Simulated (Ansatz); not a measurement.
ScPd3C (anti-perovskite, space group No. 221), PBE in the plane-wave PAW code Ansatz, all energies at zero smearing, with the estimated change up to a 700 eV cutoff added, with one set of potentials and settings (totals compare only within such a set). Cell of 5 atoms (1 Sc, 3 Pd, 1 C): -23306.255 eV.

```tsv
element	reference phase	E (eV/atom)
Sc	P6_3/mmc, 2 atoms in the cell	-2135.8097
Pd	Fm-3m, 1 atoms in the cell	-6972.8544
C	P6_3/mmc, 4 atoms in the cell	-250.9479
```

Formation energy per atom, worked out: (-23306.255 − 1×(-2135.8097) − 3×(-6972.8544) − 1×(-250.9479))/5 = -0.187 eV/atom (-18 kJ per mol of atoms), at 0 K, without zero-point energy or fitted corrections.

Space group Pm-3m (anti-perovskite). The start of the workflow was typed in or built on a structure type; neither database checked (COD, Materials Project) lists it. Whether it is the stable phase at ambient conditions was not checked. Symmetry was held in the PBE relaxation; its stability against distortions is not shown here. No spin polarisation was allowed. The references are the lowest solids computed at this level, not always the standard phases.

Potentials: the later of the program's two PAW sets.
